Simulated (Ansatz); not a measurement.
Input and command of a plane-wave DFT calculation in Ansatz:

```yaml
crystal:
  lattice:
    - [3.0572235496, 0.0, 0.0]
    - [0.0, 3.0572235496, 0.0]
    - [0.0, 0.0, 3.0572235496]
  atoms:
    - { symbol: Hf, position: [0.5, 0.5, 0.5] }
    - { symbol: Co, position: [0.0, 0.0, 0.0] }
basis:
  ecutwfc: 420
kpoints:
  mp_grid: { grid: [14, 14, 14] }
hamiltonian:
  xc: lda
scf:
  occupations: { method: fermi_dirac, width: 0.15 }
output:
  forces: true
  stress: true
  eigenvalues: true
```

```bash
ansatz run input.yaml --threads 1 --pin off --max-ram 3072MiB --backend cpu --events-out ev --progress --plain --runs-dir out
```

Processor: Arm Neoverse V2, 1 thread, on a host shared with other jobs.

Question: Estimate time, memory and problem size.

Answer: About 4.2 s on 1 thread of Arm Neoverse V2, on a shared host, peak memory 0.36 GiB. It solves 26 bands at 120 k points (the mesh reduced by symmetry) with about 587 plane waves, in 8 SCF iterations.
